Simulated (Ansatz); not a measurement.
Relaxed BP (zinc blende):

```
BP
1.0
    0.00000     2.27424     2.27424
    2.27424     0.00000     2.27424
    2.27424     2.27424     0.00000
P B
1 1
Direct
  0.75000   0.75000   0.75000
  0.00000   0.00000   0.00000
```

Scan: atom 1 (P, nearest neighbour B at 1.970 Å; its periodic images, 3.2 Å or more away, move with it) is displaced along Cartesian x, direction (1.000, 0.000, 0.000) in Cartesian axes, by s. The other atoms stay.

Method: PBE (plane waves to 420 eV, PAW, scalar-relativistic; Ansatz, a program for electronic structure). k mesh 10×10×10 (Γ-centred), Fermi-Dirac smearing 0.05 eV. E stands for the smeared free energy. Compression counts positive. As the smearing reaches across the gap at some points, energies and forces of such displacements shift with the k mesh and the smearing. F∥ is the force on the atom along that direction. BP was relaxed with its symmetry unable to fall. ΔE is measured from the undisplaced structure.

| s (Å) | ΔE (meV/cell) | P (GPa) | F∥ (eV/Å) |
|---|---|---|---|
| -0.390 | 1277 | 12.0 | 5.846 |
| -0.312 | 851 | 7.9 | 5.060 |
| -0.234 | 494 | 4.5 | 4.039 |
| -0.156 | 225 | 2.1 | 2.833 |
| -0.078 | 57 | 0.5 | 1.459 |
| 0.000 | 0 | 0.0 | 0.000 |
| 0.078 | 57 | 0.5 | -1.459 |
| 0.156 | 225 | 2.1 | -2.833 |
| 0.234 | 494 | 4.5 | -4.039 |
| 0.312 | 851 | 7.9 | -5.060 |
| 0.390 | 1277 | 12.0 | -5.846 |

Derived quantities:

- Energy at s = 0.390 Å = 1277 meV/cell
- Force along the line at s = -0.390 Å = 5.85 eV/Å
- Symmetry of the curve = even: the same for both signs
- Shape of the curve = a single well with its minimum at or next to zero displacement
- Force constant k = d²E/ds² at s = 0 (finite differences) = 18.9 eV/Å²
- Harmonic estimate at the end of the scan = ½ks² = 1436 meV/cell against the computed 1277 meV/cell, so the well is softer than harmonic there
- Zone-centre optical wavenumber from k = 800 cm⁻¹

(A displaced cell: forces are minus the slopes of the energy, force constants its curvatures, and phonons follow from these.)
